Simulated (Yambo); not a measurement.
One stored BSE kernel of dimension 648 for NaF (rock salt, space group Fm-3m, No. 225) (Yambo, PBEsol bands; 6×6×6 mesh, 3 valence and 1 conduction bands, static screening with 15 bands and a 4 Ry block, scissor 4.53 eV, Tamm-Dancoff; broadening 0.15 eV; field along x), solved in several ways.

```json
[
 {"solver": "Haydock, threshold 2 %", "iterations": "8", "largest change of Im ε (% of its maximum)": "20", "rough time": "within a factor of two"},
 {"solver": "Haydock, threshold 0.5 %", "iterations": "13", "largest change of Im ε (% of its maximum)": "6.9", "rough time": "within a factor of two"},
 {"solver": "Haydock, threshold 0.1 %", "iterations": "19", "largest change of Im ε (% of its maximum)": "2.1", "rough time": "within a factor of two"},
 {"solver": "Haydock, threshold 0.005 %", "iterations": "39", "largest change of Im ε (% of its maximum)": "0.3", "rough time": "1"},
 {"solver": "SLEPc, lowest 10 states", "iterations": "–", "largest change of Im ε (% of its maximum)": "no full spectrum", "rough time": "within a factor of two"},
 {"solver": "SLEPc, lowest 60 states", "iterations": "–", "largest change of Im ε (% of its maximum)": "no full spectrum", "rough time": "within a factor of two"},
 {"solver": "full diagonalisation", "iterations": "–", "largest change of Im ε (% of its maximum)": "reference", "rough time": "within a factor of two"}
]
```

Haydock gives the spectrum without eigenstates, SLEPc the lowest states alone, full diagonalisation everything at a cost that grows as the cube of the dimension. Times include reading the kernel. Times are rough ratios from shared machines. Mesh and scissor weren't tested; the rows compare only with each other.

Geometry relaxed with PBEsol; primitive cell a = b = c = 3.2720 Å, α = β = γ = 60.00°.
